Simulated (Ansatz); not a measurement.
**Computed scan of one atom of the cell: Pt (fcc, Cu type)**

Relaxed Pt (fcc, Cu type):

```xyz
4
Lattice="3.9183 0.0000 0.0000 0.0000 3.9183 0.0000 0.0000 0.0000 3.9183" Properties=species:S:1:pos:R:3 pbc="T T T"
Pt     0.0000     0.0000     0.0000
Pt     1.9591     1.9591     0.0000
Pt     1.9591     0.0000     1.9591
Pt     0.0000     1.9591     1.9591
```

Scan: atom 4 (Pt, nearest neighbour Pt at 2.771 Å; its periodic images, 3.9 Å or more away, move with it) is displaced along Cartesian [110], direction (0.707, 0.707, 0.000) in Cartesian axes, by s. The other atoms stay.

The numbers are results of PBEsol (plane waves to 420 eV, PAW, scalar-relativistic; Ansatz, a program for electronic structure), not measurements. k mesh 10×10×10 (Γ-centred), Fermi-Dirac smearing 0.05 eV. E stands for the smeared free energy. Compression counts positive. With partly filled bands, energies and forces of such displacements shift with the k mesh and the smearing. F∥ is the force on the atom along that direction. Pt is run without spin polarisation. Pt was relaxed with its symmetry unable to fall. Spin-orbit coupling is left out, though Pt is heavy. The zero of ΔE is the undisplaced structure.

```json
[
 {"s (Å)": "-0.550", "ΔE (eV/cell)": "2.332", "F∥ (eV/Å)": "10.592", "P (GPa)": "25.1"},
 {"s (Å)": "-0.440", "ΔE (eV/cell)": "1.372", "F∥ (eV/Å)": "7.087", "P (GPa)": "15.5"},
 {"s (Å)": "-0.330", "ΔE (eV/cell)": "0.733", "F∥ (eV/Å)": "4.677", "P (GPa)": "8.5"},
 {"s (Å)": "-0.220", "ΔE (eV/cell)": "0.318", "F∥ (eV/Å)": "2.935", "P (GPa)": "3.7"},
 {"s (Å)": "-0.110", "ΔE (eV/cell)": "0.079", "F∥ (eV/Å)": "1.435", "P (GPa)": "0.9"},
 {"s (Å)": "0.000", "ΔE (eV/cell)": "0.000", "F∥ (eV/Å)": "0.000", "P (GPa)": "0.0"},
 {"s (Å)": "0.110", "ΔE (eV/cell)": "0.079", "F∥ (eV/Å)": "-1.435", "P (GPa)": "0.9"},
 {"s (Å)": "0.220", "ΔE (eV/cell)": "0.318", "F∥ (eV/Å)": "-2.935", "P (GPa)": "3.7"},
 {"s (Å)": "0.330", "ΔE (eV/cell)": "0.733", "F∥ (eV/Å)": "-4.677", "P (GPa)": "8.5"},
 {"s (Å)": "0.440", "ΔE (eV/cell)": "1.372", "F∥ (eV/Å)": "-7.087", "P (GPa)": "15.5"},
 {"s (Å)": "0.550", "ΔE (eV/cell)": "2.332", "F∥ (eV/Å)": "-10.592", "P (GPa)": "25.1"}
]
```

Derived quantities:

| Item | Value |
|---|---|
| Energy at s = 0.550 Å | 2332 meV/cell |
| Force along the line at s = -0.550 Å | 10.6 eV/Å |
| Symmetry of the curve | even: the same for both signs |
| Shape of the curve | a single well with its minimum at or next to zero displacement |
| Force constant k = d²E/ds² at s = 0 (finite differences) | 12.9 eV/Å² |
| Harmonic estimate at the end of the scan | ½ks² = 1958 meV/cell against the computed 2332 meV/cell, so the well is stiffer than harmonic there |

(For displaced atoms, the force is minus the slope of the energy, and its curvature is a force constant, which sets phonon frequencies.)
